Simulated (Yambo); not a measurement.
Rb2ScAgF6 (space group Fm-3m, No. 225), G0W0@LDA (Yambo, plasmon pole, terminator in G, 2×2×2 mesh): gap L → Γ in eV by bands and screening block.

| bands (W and G) | 2 Ry | 3 Ry | 4 Ry | 6 Ry | 7 Ry |
|---|---|---|---|---|---|
| 79 | 7.87 | 7.58 | 7.49 | ? | 7.49 |
| 113 | 7.27 | 6.99 | ? | 6.87 | 6.87 |
| 158 | 7.04 | 6.72 | 6.66 | 6.63 | 6.64 |
| 216 | 6.94 | 6.62 | 6.55 | 6.53 | 6.55 |
| 273 | ? | 6.58 | 6.52 | 6.52 | 6.53 |

Problem. Estimate the withheld gaps from their neighbours; the computed values follow.

Solution. 
- 79, 6 Ry: 7.50
- 113, 4 Ry: 6.91
- 273, 2 Ry: 6.92

The largest settings aren't shown to be the converged limit.

Spin-orbit coupling is not included.

Geometry of the Materials Project entry, not relaxed at this level; primitive cell a = b = c = 6.3541 Å, α = β = γ = 60.00°.

The structure is a Materials Project entry; no match was found in the copy of COD used, and its stability was not checked.
